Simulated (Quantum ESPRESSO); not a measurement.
# Band energies of CuI

```xyz
4
Lattice="4.1819 0.0000 0.0000 -2.0909 3.6216 0.0000 0.0000 0.0000 6.8976" Properties=species:S:1:pos:R:3 pbc="T T T"
Cu     2.0909     1.2072     6.0243
Cu     0.0000     2.4144     2.5755
I      2.0909     1.2072     3.4599
I      0.0000     2.4144     0.0111
```

norm-conserving PBEsol (Quantum ESPRESSO, 92 Ry, no spin-orbit coupling); path ΓMKΓALHA,LM,KH; energies in eV from the valence-band maximum.

```
k (1/Å)  point  band 22  band 23  band 24  band 25  band 26  band 27  band 28  band 29
-------  -----  -------  -------  -------  -------  -------  -------  -------  -------
0.00         Γ    -0.82    -0.82    -0.09     0.00     0.00     1.20     2.00     4.75
0.33              -1.47    -1.16    -0.90    -0.36    -0.25     2.37     2.88     4.30
0.65              -1.88    -1.70    -1.64    -0.98    -0.68     2.61     2.92     4.13
0.87         M    -2.02    -1.83    -1.76    -1.16    -0.80     2.54     2.91     3.92
0.99              -1.99    -1.83    -1.74    -1.21    -0.89     2.83     3.15     3.79
1.37         K    -1.80    -1.80    -1.50    -1.50    -1.43     3.00     4.57     4.57
1.70              -1.92    -1.85    -1.61    -0.98    -0.98     3.67     3.67     4.15
2.04              -1.47    -1.24    -0.90    -0.37    -0.31     2.46     3.13     4.10
2.37         Γ    -0.82    -0.82    -0.09     0.00     0.00     1.20     2.00     4.75
2.48              -0.79    -0.79    -0.34    -0.04    -0.04     1.50     2.03     4.77
2.83         A    -1.49    -0.44    -0.44    -0.44    -0.44     2.34     2.34     5.18
3.11              -1.51    -1.04    -1.04    -0.69    -0.69     3.13     3.13     4.37
3.40              -1.83    -1.33    -1.33    -1.12    -1.12     2.68     2.68     4.21
3.69         L    -2.09    -1.35    -1.35    -1.32    -1.32     2.39     2.39     3.85
3.99              -1.98    -1.67    -1.67    -1.25    -1.25     3.03     3.03     4.70
4.19         H    -1.91    -1.79    -1.79    -1.25    -1.25     3.19     3.19     4.89
4.38              -1.96    -1.70    -1.70    -1.25    -1.25     3.18     3.18     4.95
4.65              -1.75    -1.40    -1.40    -1.17    -1.17     3.38     3.38     4.55
4.92              -1.51    -0.99    -0.99    -0.70    -0.70     3.20     3.20     4.27
5.20         A    -1.49    -0.44    -0.44    -0.44    -0.44     2.34     2.34     5.18
5.20         L    -2.09    -1.35    -1.35    -1.32    -1.32     2.39     2.39     3.85
5.42              -2.03    -1.72    -1.63    -1.13    -0.97     2.32     2.62     4.33
5.65         M    -2.02    -1.83    -1.76    -1.16    -0.80     2.54     2.91     3.92
5.65         K    -1.80    -1.80    -1.50    -1.50    -1.43     3.00     4.57     4.57
6.11         H    -1.91    -1.79    -1.79    -1.25    -1.25     3.19     3.19     4.89
```

The PBEsol gap is direct, 1.20 eV at Γ.

Without spin-orbit coupling, band edges of such heavy elements can be off by tenths of an eV. The filled Cu 3d shell has no Hubbard U; semilocal functionals place it too high.

Geometry relaxed with PBEsol.

This is not the ordinary phase of the substance.
